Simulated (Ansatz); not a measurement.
Computed with DFT PBE, scalar-relativistic, plane waves, PAW (Ansatz 0.2.0). Settings: cutoff 420 eV, Γ-centred meshes spaced at most about 0.3 Å⁻¹, and about 0.25 Å⁻¹ or finer for metals (2π included), Gaussian smearing. No spin polarisation in the final relaxations.

All energies are static (0 K, no zero-point motion). All come from trial cells, and lower structures may exist.

Question: Order these relaxed structures of Lu₅N by energy, lowest first, with the energy over the lowest of them.
A. Space group F-43m (No. 216), cubic, a = 8.753 Å. Around Lu on a site of symmetry -43m lie 12 Lu at 3.63 Å and 4 N at 3.79 Å; Lu on a site of symmetry 3m has 6 Lu at 3.07–3.12 Å, 3 Lu at 3.63 Å and 3 N at 3.63 Å; N has 16 Lu at 3.63–3.79 Å (long against covalent radii, as for large ions).
B. Space group P6/mmm (No. 191), hexagonal, a = 6.045 Å, c = 5.799 Å. Lu on a site of symmetry mmm is surrounded by 4 Lu at 3.02 Å and 4 Lu at 3.38 Å; Lu on a site of symmetry -6m2 is surrounded by 9 Lu at 3.38–3.49 Å and 3 N at 3.49 Å; N has 6 Lu at 3.49 Å and 12 Lu at 4.19 Å.
C. Space group P6/mmm (No. 191), hexagonal, a = 5.881 Å, c = 6.019 Å. Around Lu on a site of symmetry mmm lie 2 N at 2.94 Å, 4 Lu at 2.94 Å and 4 Lu at 3.46 Å; Lu on a site of symmetry -6m2 has 9 Lu at 3.40–3.46 Å; N has 6 Lu at 2.94 Å.
D. Space group P6/mmm (No. 191), hexagonal, a = 5.457 Å, c = 5.839 Å. Around Lu on a site of symmetry 3m lie 2 Lu at 2.90–2.94 Å, 3 Lu at 3.15 Å, 3 Lu at 3.47 Å and 3 N at 3.48 Å; around Lu on a site of symmetry 6/mmm lie 2 N at 2.92 Å and 12 Lu at 3.47 Å; around N lie 2 Lu at 2.92 Å and 12 Lu at 3.48 Å.

Answer: D (0 meV/atom), C (174 meV/atom), A (303 meV/atom), B (575 meV/atom). Forms: D P6/mmm; C P6/mmm; A F-43m; B P6/mmm. Counting Lu atoms around N (those within 1.25 times the shortest such distance or 1.15 times the sum of covalent radii, 1.27 where that leaves under three; a plus sign parts nearer from farther groups; the shortest distance is added where it exceeds 1.18 times the sum of covalent radii): D has N 2+12; C has N 6; A has N 16 from 3.6 Å; B has N 6+12 from 3.5 Å. Even the lowest lies +0.84 eV/atom against the elements.

A magnetic state wasn't ruled out in cells without spin, among them P6/mmm at 25.1 Å³/atom, P6/mmm at 30.0 Å³/atom, P6/mmm at 30.6 Å³/atom. Cells relaxed within their symmetry can be saddle points. Some structure types and database cells were kept out of the candidates from the start, so a known form may be missing.
